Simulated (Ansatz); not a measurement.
AgNO$_{3}$ in space group R3m (No. 160; Ag on 3a, N on 3a, O on 9b), plane-wave PAW r²SCAN+D4 (Ansatz code). The conduction-band minimum lies at T, with 1 equivalent valley. Second derivatives d²E/dk² of the lowest band at one valley (eV·Å²), along Cartesian directions:

| direction | d²E/dk² |
|---|---|
| [100] | 11.52 |
| [010] | 11.52 |
| [001] | 2.403 |
| [110] | 11.52 |
| [101] | 6.964 |
| [011] | 6.964 |

Problem. Find the principal effective masses, the density-of-states mass and the conductivity mass.

Solution. Off-diagonal terms follow from H_xy = H[110] − (H_xx + H_yy)/2, and m*/mₑ = 7.620 eV·Å² over each eigenvalue: 0.66, 0.66, 3.2. One valley's DOS mass (m₁m₂m₃)^(1/3) = 1.1, conductivity mass 3/(Σ 1/mᵢ) = 0.90 mₑ.

Problem. What effective density of states Nc follows at 300 K for parabolic valleys?

Solution. Nc = 2.509e19 × 1 × (1.1)^(3/2) ≈ 2.9e19 cm⁻³.

The first step of the workflow began from a Materials Project structure, measured or hypothetical; the Crystallography Open Database files this formula in space group No. 160, but the cells were not matched. Whether it is the stable phase at ambient conditions was not checked. The cell was relaxed with r²SCAN+D4 under the symmetry of its start; its stability against distortions is not shown here. The run is not spin-polarised. Spin–orbit coupling is left out wherever it is not named.

Potentials: the later of the program's two PAW sets.

Edges and masses are those of Kohn–Sham bands, whose gap is no quasiparticle gap.
